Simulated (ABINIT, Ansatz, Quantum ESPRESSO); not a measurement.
Co2PdO4: 3 runs at one level of theory

```
CELL_PARAMETERS angstrom
2.84500 0.00000 0.00000
-1.42250 2.46384 0.00000
0.00000 0.00000 22.90952
ATOMIC_POSITIONS crystal
O 0.00000 0.00000 0.32737
Co 0.33333 0.66667 0.36992
O 0.66667 0.33333 0.41247
Pd 0.66667 0.33333 0.50000
O 0.66667 0.33333 0.58753
Co 0.00000 0.00000 0.63008
O 0.33333 0.66667 0.67263
```

Alike in all runs: functional PBE; k mesh 11 × 11 × 1; occupations fermi-dirac, width 0.05 eV; collinear spin, ferromagnetic start; no spin-orbit coupling.

```tsv
program and potentials	plane-wave cutoff (eV)	notes	net moment per atom (μB)	largest force (eV/Å)
Ansatz, Ansatz PAW	420	-	0.14	1.391
Quantum ESPRESSO, SG15 PBE 1.2	1197	-	?	?
ABINIT, JTH PAW PBE v2.0	707	-	0.14	1.395
```

Problem. Estimate from the other rows what the run with Quantum ESPRESSO, SG15 PBE 1.2 gave.

Solution. Net moment per atom 0.14 μB; largest force 1.377 eV/Å. The other rows, which needn't bracket it: net moment per atom 0.14; largest force 1.391 to 1.395.
